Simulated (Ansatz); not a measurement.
AgW (L1₀ or tetragonal B2, P4/mmm) at seven volumes, the program Ansatz at the r²SCAN level (PAW), shape and atoms relaxed at each. One row is withheld.

```json
[
 {"V (Å³/atom)": "14.729", "P (GPa)": "24.36"},
 {"V (Å³/atom)": "15.214", "P (GPa)": "14.72"},
 {"V (Å³/atom)": "15.700", "P (GPa)": "6.69"},
 {"V (Å³/atom)": "16.186", "P (GPa)": "0.00"},
 {"V (Å³/atom)": "16.671", "P (GPa)": "?"},
 {"V (Å³/atom)": "17.157", "P (GPa)": "-10.13"},
 {"V (Å³/atom)": "17.642", "P (GPa)": "-13.90"}
]
```

Q: Fit the shown pressures and predict the withheld one.

A: P = (3/2)B₀(x^(7/2) − x^(5/2))[1 + (3/4)(B′ − 4)(x − 1)] with x = (V₀/V)^(2/3). Least squares on the six rows gives V₀ = 16.187 Å³/atom, B₀ = 202 GPa, B′ = 5.19. At V = 16.671, x = 0.9806 and P = -5.51 GPa. The run itself gave -5.54 GPa.

The start of the workflow was typed in or built on a structure type; neither database checked (COD, Materials Project) lists it. Its standing as an ambient phase is unchecked. The cell was relaxed with r²SCAN under the symmetry of its start; whether a distortion lowers the energy is not shown. No spin polarisation was allowed. Its formation energy is positive at this level, so the cell may be metastable or incomplete. Scalar-relativistic: spin–orbit coupling is off unless named, which matters more the heavier the elements.

Potentials: the earlier of the program's two PAW sets.
